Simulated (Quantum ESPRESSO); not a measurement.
Parts of the isotropic shielding in ZnS, by PBE GIPAW on JTH datasets (Quantum ESPRESSO, modified build), 20 Ha, k-mesh 8×8×4 shifted:

```
CELL_PARAMETERS angstrom
      3.80580     0.00000     0.00000
     -1.90290     3.29592     0.00000
      0.00000     0.00000     6.23798
ATOMIC_POSITIONS crystal
  Zn 0.33333 0.66667 0.99373
  Zn 0.66667 0.33333 0.49373
  S  0.33333 0.66667 0.37486
  S  0.66667 0.33333 0.87486
```
The cell was made here from a computed Materials Project entry: Zn1 and its equivalents moved by 0.04 Å along (0.00, 0.00, -1.00), space group kept. The parent is ZnS in P6₃mc. Stability against distortions was not tested.

The core term is that of the free atom's frozen core; the paramagnetic column sums the reconstruction terms. These are absolute shieldings with no macroscopic susceptibility term; δ = σ_ref − σ needs a reference computed alike. By our sweeps, such settings leave a few ppm in absolute σ on light atoms and up to some 20 ppm from Zn on. No d partial waves on S: the paramagnetic term there is incompletely reconstructed.

```tsv
site	core	bare (smooth current)	diamagnetic correction	paramagnetic corrections	σ_iso (ppm)
Zn (atoms 1, 2)	2275.3	22.5	234.8	?	?
S (atoms 3, 4)	979.8	39.1	-10.2	?	?
```

Question: Fill in the missing entries.

Answer: 
- Zn (atoms 1, 2), paramagnetic corrections: -1311.6
- Zn (atoms 1, 2), σ_iso (ppm): 1221.0
- S (atoms 3, 4), paramagnetic corrections: -365.5
- S (atoms 3, 4), σ_iso (ppm): 643.3
